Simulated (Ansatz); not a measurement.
TiS2:
```cif
data_S6Ti3
_chemical_formula_sum 'Ti3 S6'
_space_group_name_H-M_alt 'P 1'
_space_group_IT_number 1
_cell_length_a 3.36033
_cell_length_b 3.36033
_cell_length_c 16.57080
_cell_angle_alpha 90.000
_cell_angle_beta 90.000
_cell_angle_gamma 120.000
loop_
_space_group_symop_operation_xyz
  'x, y, z'
loop_
_atom_site_label
_atom_site_type_symbol
_atom_site_fract_x
_atom_site_fract_y
_atom_site_fract_z
_atom_site_occupancy
Ti1 Ti 0.00000 0.00000 0.50000 1
Ti2 Ti 0.00000 0.00000 0.83331 1
Ti3 Ti 0.00000 0.00000 0.16669 1
S1 S 0.33333 0.66667 0.58618 1
S2 S 0.33333 0.66667 0.91949 1
S3 S 0.33333 0.66667 0.25286 1
S4 S 0.66667 0.33333 0.74714 1
S5 S 0.66667 0.33333 0.08051 1
S6 S 0.66667 0.33333 0.41382 1
```

Relaxed with the program Ansatz at the PBE+D3(BJ) level (PAW). Indices refer to the conventional cell of P-3m1, a = b = 3.3603 Å, c = 5.5236 Å, α = β = 90.00°, γ = 120.00°.

Q: Simulate the powder diffraction pattern (Mo Kα, λ = 0.71073 Å; lines above 1 %) up to 2θ = 45°.

A: Simulated powder pattern, Mo Kα, λ = 0.71073 Å (kinematic, ideal powder, no thermal factors, no anomalous dispersion; the 30 strongest lines at most, above 1 %, up to 2θ = 45°):

```json
[
 {"2θ (°)": "7.38", "d (Å)": "5.524", "I/Imax (%)": "39", "hkl": "(0001)"},
 {"2θ (°)": "14.03", "d (Å)": "2.910", "I/Imax (%)": "2.4", "hkl": "(1 0 -1 0)"},
 {"2θ (°)": "14.79", "d (Å)": "2.762", "I/Imax (%)": "1.2", "hkl": "(0002)"},
 {"2θ (°)": "15.87", "d (Å)": "2.575", "I/Imax (%)": "100", "hkl": "(1 0 -1 1)+(0 1 -1 1)"},
 {"2θ (°)": "20.44", "d (Å)": "2.003", "I/Imax (%)": "54", "hkl": "(0 1 -1 2)+(1 0 -1 2)"},
 {"2θ (°)": "22.26", "d (Å)": "1.841", "I/Imax (%)": "3.6", "hkl": "(0003)"},
 {"2θ (°)": "24.42", "d (Å)": "1.680", "I/Imax (%)": "31", "hkl": "(1 1 -2 0)"},
 {"2θ (°)": "25.54", "d (Å)": "1.607", "I/Imax (%)": "8.0", "hkl": "(1 1 -2 1)"},
 {"2θ (°)": "26.40", "d (Å)": "1.556", "I/Imax (%)": "18", "hkl": "(0 1 -1 3)+(1 0 -1 3)"},
 {"2θ (°)": "29.26", "d (Å)": "1.407", "I/Imax (%)": "15", "hkl": "(0 2 -2 1)+(2 0 -2 1)"},
 {"2θ (°)": "29.82", "d (Å)": "1.381", "I/Imax (%)": "5.2", "hkl": "(0004)"},
 {"2θ (°)": "32.05", "d (Å)": "1.287", "I/Imax (%)": "13", "hkl": "(2 0 -2 2)+(0 2 -2 2)"},
 {"2θ (°)": "33.28", "d (Å)": "1.241", "I/Imax (%)": "5.7", "hkl": "(1 1 -2 3)"},
 {"2θ (°)": "36.27", "d (Å)": "1.142", "I/Imax (%)": "6.5", "hkl": "(2 0 -2 3)+(0 2 -2 3)"},
 {"2θ (°)": "38.47", "d (Å)": "1.079", "I/Imax (%)": "12", "hkl": "(2 1 -3 1)+(1 2 -3 1)"},
 {"2θ (°)": "38.91", "d (Å)": "1.067", "I/Imax (%)": "13", "hkl": "(1 1 -2 4)"},
 {"2θ (°)": "40.25", "d (Å)": "1.033", "I/Imax (%)": "5.7", "hkl": "(1 0 -1 5)+(0 1 -1 5)"},
 {"2θ (°)": "40.70", "d (Å)": "1.022", "I/Imax (%)": "11", "hkl": "(1 2 -3 2)+(2 1 -3 2)"},
 {"2θ (°)": "42.98", "d (Å)": "0.970", "I/Imax (%)": "4.7", "hkl": "(3 0 -3 0)"},
 {"2θ (°)": "43.67", "d (Å)": "0.955", "I/Imax (%)": "1.2", "hkl": "(3 0 -3 1)+(0 3 -3 1)"},
 {"2θ (°)": "44.21", "d (Å)": "0.944", "I/Imax (%)": "6.6", "hkl": "(1 2 -3 3)+(2 1 -3 3)"}
]
```

The cell was relaxed with PBE+D3(BJ) under the symmetry of its start. The run is not spin-polarised.

Potentials: the later of the program's two PAW sets.
